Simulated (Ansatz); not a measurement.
SiO2 — 17O NMR of the central transition

Cell: a structure deposited in the COD, its atoms then relaxed with PBE in this cell.

Space group P4_12_12 (No. 92); a = 4.9080, c = 6.7840 Å.

```
site  Wyckoff  site symmetry       x       y       z
  Si       4a            ..2  0.3123  0.3123  0.0000
   O       8b              1  0.2337  0.1302  0.1920
```

One atom of each set is listed.

Computed with Ansatz: DFT, PBE, plane waves and PAW, scalar-relativistic, 420 eV cutoff, Γ-centred 5×5×4 k-points, Fermi–Dirac smearing 0.02 eV.

17O has I = 5/2 and Q = -25.58 mb (Pyykkö 2018); at 11.7 T its Larmor frequency is ν₀ = 67.6 MHz. Only the quadrupole interaction is simulated: positions count from each site's isotropic chemical shift, and J coupling is left out, as are shift anisotropy and dipolar coupling, which fast spinning averages.

Simulated pattern of one O site (fast magic-angle spinning, Gaussian broadening 0.3 kHz):

| offset (kHz) | height |
| --- | --- |
| -7.484 | 0 |
| -7.168 | 4 |
| -6.852 | 8 |
| -6.536 | 8 |
| -6.221 | 9 |
| -5.905 | 9 |
| -5.589 | 9 |
| -5.273 | 11 |
| -4.958 | 32 |
| -4.642 | 51 |
| -4.326 | 77 |
| -4.011 | 88 |
| -3.695 | 68 |
| -3.379 | 61 |
| -3.063 | 59 |
| -2.748 | 59 |
| -2.432 | 62 |
| -2.116 | 69 |
| -1.800 | 88 |
| -1.485 | 100 |
| -1.169 | 75 |
| -0.853 | 60 |
| -0.538 | 22 |
| -0.222 | 0 |

Question: Which |C_Q| and η does the pattern imply?

Answer: The pattern spans 6.61 kHz before broadening and its centre of gravity is at -2.91 kHz, which fixes P_Q; the places of the horns and steps fix η. That gives P_Q = 5.72 MHz, |C_Q| = 5.67 MHz and η = 0.24. The sign of C_Q can't be read from the pattern.

At O V_zz runs parallel to the line that joins its two neighbours (within 1°).

The cell is 5 % smaller than that of α-cristobalite at ambient conditions, so the entry probably stands for a crystal under pressure.
